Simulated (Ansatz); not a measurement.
GaSb (zinc blende): values from a third-order Birch-Murnaghan fit to a volume scan beside measured ones. Computed values: PBE (plane waves to 420 eV, PAW, scalar-relativistic; Ansatz, a first-principles code). At this level the bands of GaSb touch or barely overlap; measurements give the solid a gap. GaSb was relaxed with its symmetry unable to fall. Spin-orbit coupling is left out, though Sb is heavy. The PAW data are Ansatz's earlier set.

| quantity | reference | kind |
|---|---|---|
| Lattice constant a (Å) | 6.0959 | measured, room temperature or unstated |
| Bulk modulus B₀ (GPa) | 57 | measured, room temperature or unstated |

References as given in: I. Vurgaftman, J. R. Meyer, L. R. Ram-Mohan, Journal of Applied Physics (2001), doi:10.1063/1.1368156; Cormac Toher, Corey Oses, Jose J. Plata et al., Physical Review Materials (2017), arXiv:1611.05714. Values not taken to low temperature hold thermal and zero-point shifts that a static calculation lacks, so small differences there are no errors of the method.

**Question.** Estimate the PBE values and the sign and size of each difference.

**Answer.** 
| quantity | PBE | difference |
|---|---|---|
| Lattice constant a (Å) | 6.214 | +1.9 % |
| Bulk modulus B₀ (GPa) | 44.6 | -21.8 % |



(A scan under strain: stresses follow from slopes of the energy per volume, elastic moduli from its curvatures.)
